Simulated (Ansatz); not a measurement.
Polymorphs of GeW, each relaxed with the program Ansatz at the PBE level (PAW):

A: CsCl type (Pm-3m), a = b = c = 3.136 Å, α = β = γ = 90.00°

B: Cmcm, a = 3.1799 Å, b = 9.1234 Å, c = 4.3843 Å, α = β = γ = 90.00°

C: rock salt (Fm-3m), a = b = c = 5.156 Å, α = β = γ = 90.00°

D: P6/mmm, a = b = 5.4234 Å, c = 4.3587 Å, α = β = 90.00°, γ = 120.00°

E: NiAs type (P6_3/mmc), a = b = 3.1918 Å, c = 7.2932 Å, α = β = 90.00°, γ = 120.00°

F: I4_1md, a = b = 3.445 Å, c = 10.991 Å, α = β = γ = 90.00°

Q: Put the candidates in order of energy per atom at 0 K, lowest first, for PBE.

A: F (+0 meV/atom), E (+29 meV/atom), D (+59 meV/atom), B (+170 meV/atom), A (+203 meV/atom), C (+665 meV/atom)

Constructed cells (a structure type filled with these elements, in neither database checked): A; B; C; D; E; F. All cells were relaxed under the symmetry of their starts (and spin orders); stability against distortions was not tested throughout. Rows with no word on spin ran without spin polarisation. Scalar-relativistic: spin–orbit coupling is off unless named, which matters more the heavier the elements.

Energies hold the estimated change up to a 700 eV cutoff; steps of a few meV lie near the error of the meshes.

Potentials: the later of the program's two PAW sets.
